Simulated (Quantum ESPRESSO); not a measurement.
Parts of the isotropic shielding in KZnF3, by PBE GIPAW on JTH datasets (Quantum ESPRESSO, modified build), 22.5 Ha, k-mesh 5×5×5 shifted:

```
CELL_PARAMETERS angstrom
      4.06766     0.00000     0.00000
      0.00000     4.06766     0.00000
      0.00000     0.00000     4.00695
ATOMIC_POSITIONS crystal
  K  0.00000 0.00000 0.00000
  Zn 0.50000 0.50000 0.50000
  F  0.00000 0.50000 0.50000
  F  0.50000 0.00000 0.50000
  F  0.50000 0.50000 0.00000
```
The cell was made here from a computed Materials Project entry: strained by -1 % along the cube axis and by +0.5 % across it, atoms relaxed (PBE without dispersion, pw.x of Quantum ESPRESSO, symmetry kept). The parent is KZnF3 in Pm-3m; whether this form has been observed was not checked. Stability against distortions was not tested.

The core term is that of the free atom's frozen core; the paramagnetic column sums the reconstruction terms. Shieldings are absolute and leave out the bulk-susceptibility term; a larger σ means a smaller chemical shift. In our sweeps, cutoffs and meshes of this size left a few ppm, and up to some 20 ppm on atoms from Zn on. The structure is static (0 K, no zero-point motion).

```json
[
 {"site": "K (atom 1)", "core": "1193.4", "bare (smooth current)": "93.3", "diamagnetic correction": "22.5", "paramagnetic corrections": "(withheld)", "σ_iso (ppm)": "(withheld)"},
 {"site": "Zn (atom 2)", "core": "2275.3", "bare (smooth current)": "24.1", "diamagnetic correction": "237.8", "paramagnetic corrections": "(withheld)", "σ_iso (ppm)": "(withheld)"},
 {"site": "F1 (atoms 3, 4)", "core": "306.4", "bare (smooth current)": "90.2", "diamagnetic correction": "50.7", "paramagnetic corrections": "(withheld)", "σ_iso (ppm)": "(withheld)"},
 {"site": "F2 (atom 5)", "core": "306.4", "bare (smooth current)": "91.3", "diamagnetic correction": "50.8", "paramagnetic corrections": "(withheld)", "σ_iso (ppm)": "(withheld)"}
]
```

Fill in the missing entries.


- K (atom 1), paramagnetic corrections: -115.0
- K (atom 1), σ_iso (ppm): 1194.2
- Zn (atom 2), paramagnetic corrections: -761.5
- Zn (atom 2), σ_iso (ppm): 1775.6
- F1 (atoms 3, 4), paramagnetic corrections: -119.9
- F1 (atoms 3, 4), σ_iso (ppm): 327.4
- F2 (atom 5), paramagnetic corrections: -114.7
- F2 (atom 5), σ_iso (ppm): 333.8
